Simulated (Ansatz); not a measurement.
Total density of states per atom from r²SCAN in the plane-wave PAW code Ansatz, in 0.25 eV bins, energy from the Fermi level:

(E (eV), states/eV/atom): (-7.85, 0.08); (-7.60, 0.05); (-7.35, 0.03); (-7.10, 0.26); (-6.85, 0.74); (-6.60, 0.77); (-6.35, 1.00); (-6.10, 1.24); (-5.85, 0.71); (-5.60, 0.11); (-5.35, 0.00); (-5.10, 0.00); (-4.85, 0.02); (-4.60, 0.05); (-4.35, 0.08); (-4.10, 0.12); (-3.85, 0.18); (-3.60, 0.42); (-3.35, 0.55); (-3.10, 0.32); (-2.85, 0.34); (-2.60, 0.30); (-2.35, 0.28); (-2.10, 0.25); (-1.85, 0.24); (-1.60, 0.25); (-1.35, 0.23); (-1.10, 0.28); (-0.85, 0.35); (-0.60, 0.36); (-0.35, 0.12); (-0.10, 0.08); (0.15, 0.06); (0.40, 0.08); (0.65, 0.10); (0.90, 0.16); (1.15, 0.20); (1.40, 0.17); (1.65, 0.17); (1.90, 0.31); (2.15, 0.41); (2.40, 0.41); (2.65, 0.46); (2.90, 0.71); (3.15, 0.46); (3.40, 0.36); (3.65, 0.48); (3.90, 0.36); (4.15, 0.43); (4.40, 0.38); (4.65, 0.28)

Q: Which of these materials gives this?
A) Mg3SnO, anti-perovskite
B) Ti2O3, corundum
C) LaMg2Si2, P4/mmm (La on 1a, Mg on 2e, Si on 2h)
D) MgSe2, Pa-3 (Mg on 4a, Se on 8c)

A: A, Mg3SnO, anti-perovskite. Within 0.5 eV of the Fermi level: Sn 5p 56 %, Mg 3s 31 %, outside the projected shells 8 %. Projections are on Löwdin-orthogonalised atomic valence shells; empty p or d shells of many metals are not among them.

Space group Pm-3m (anti-perovskite). The start of the workflow was typed in or built on a structure type; neither database checked (COD, Materials Project) lists it. Its standing as an ambient phase is unchecked. The cell was relaxed with r²SCAN under the symmetry of its start; its stability against distortions is not shown here. Spin–orbit coupling is left out wherever it is not named.

Potentials: the earlier of the program's two PAW sets.
